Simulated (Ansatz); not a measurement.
SnSe:
```yaml
crystal:
  lattice:
    - [0.00000, 3.39016, 3.39016]
    - [3.39016, 0.00000, 3.39016]
    - [3.39016, 3.39016, 0.00000]
  atoms:
    - { symbol: Se, position: [0.75000, 0.75000, 0.75000] }
    - { symbol: Sn, position: [0.00000, 0.00000, 0.00000] }
```

Relaxed with PBE. Special points in fractions of this cell's reciprocal vectors: Γ (0.000, 0.000, 0.000); X (0.500, 0.000, 0.500); U (0.625, 0.250, 0.625); K (0.375, 0.375, 0.750); L (0.500, 0.500, 0.500); W (0.500, 0.250, 0.750).

Q: List the band energies nearest the Fermi level at these points for plane-wave PAW PBE (Ansatz code).

A: In eV from the Fermi level; about four levels below and three above (degenerate sets whole), none deeper than 8.9 eV; points with the same levels are listed once.

```json
[
 {"k": "Γ", "below": "-5.38 -2.23 -2.23 -2.23", "above": "1.47 1.47 1.47"},
 {"k": "X", "below": "-7.39 -3.41 -3.41 -0.63", "above": "0.06 4.25 4.25"},
 {"k": "U", "below": "-7.34 -3.83 -3.21 -0.51", "above": "1.19 3.33 3.57"},
 {"k": "L", "below": "-7.12 -2.73 -2.73 -2.16", "above": "2.22 2.22 3.26"},
 {"k": "W", "below": "-7.36 -3.69 -3.60", "above": "0.00 1.57 2.19"}
]
```

Space group F-43m (zinc blende). A made-up cell: these elements were put on the sites of a structure type; neither database checked (COD, Materials Project) lists it. It is not the phase usual at ambient conditions (space group No. 62). The cell was relaxed with PBE under the symmetry of its start; its stability against distortions is not shown here. A small band overlap can be real or an error of a semilocal functional. The Fermi level of a semimetal is unsure by some 0.05 eV on such meshes. Scalar-relativistic: spin–orbit coupling is off unless named, which matters more the heavier the elements.

Potentials: the later of the program's two PAW sets.
